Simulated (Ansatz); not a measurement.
In: frozen-core PAW against all-electron methods

```
In
1.0
     1.66964    0.96397    7.96124
    -1.66964    0.96397    7.96124
     0.00000   -1.92793    7.96124
In
3
Cartesian
  0.0000 0.0000 0.0000
  0.0000 0.0000 18.5818
  0.0000 0.0000 5.3019
```

Atoms are numbered in the order listed.

Conventional cell: a = 3.339 Å, b = 3.339 Å, c = 23.884 Å, α = 90.00°, β = 90.00°, γ = 120.00°. In (atom 1) has 12 In at 3.28 to 3.34 Å as nearest neighbours. In (atom 2) has 12 In at 3.27 to 3.34 Å as nearest neighbours.

Structure from Materials Project entry mp-1184502 (possibly hypothetical), not relaxed further. The listed cell was then made from it by scaling, straining or moving an atom.

Spin–orbit coupling is left out, though it moves levels of the heavy atoms by tenths of an eV or more.

All numbers are computed: DFT, PBEsol, PAW with Ansatz's default frozen-core files, scalar-relativistic (Ansatz 0.2.0); DFT, PBEsol, all-electron PAW with datasets made for the crystal, scalar-relativistic (Ansatz 0.2.0); DFT, PBEsol, all-electron LAPW, scalar-relativistic (Ansatz 0.2.0).

For PAW: a Γ-centred 14×14×14 k mesh, Fermi–Dirac smearing of 0.05 eV, cutoff 420 eV, no spin polarisation; the PAW files were made with PBE, and the program remakes their frozen cores for this functional. The crystal-made all-electron datasets (AE datasets) take a cutoff of 260 eV at this cell. LAPW targets a basis error of 0.5 meV/atom. The Ansatz runs share mesh, smearing and spin set-up. Plane-wave (PAW) pressures include the program's estimate of the Pulay term.

Stress and pressure are positive in compression.

No spin–orbit coupling: at heavy atoms the gradients can be off by tens of per cent for that reason.

In a metal, gradients converge slowly with the k mesh: the values move by tens of per cent from one mesh to another, at times in sign, so only the comparison on one mesh counts.

| quantity | PAW | AE datasets | LAPW |
| --- | --- | --- | --- |
| pressure (GPa) | 0.08 | 0.09 | 0.09 |
| stress xx (GPa) | -0.20 | -0.20 | -0.20 |
| stress zz (GPa) | 0.66 | 0.66 | 0.66 |
| force on In2, z (eV/Å) | -0.023 | -0.023 | -0.023 |
| largest principal field gradient Vzz at In1 (10²¹ V/m²) | -0.74 | -0.74 | – |
| largest principal field gradient Vzz at In2 (10²¹ V/m²) | -1.51 | -1.52 | – |
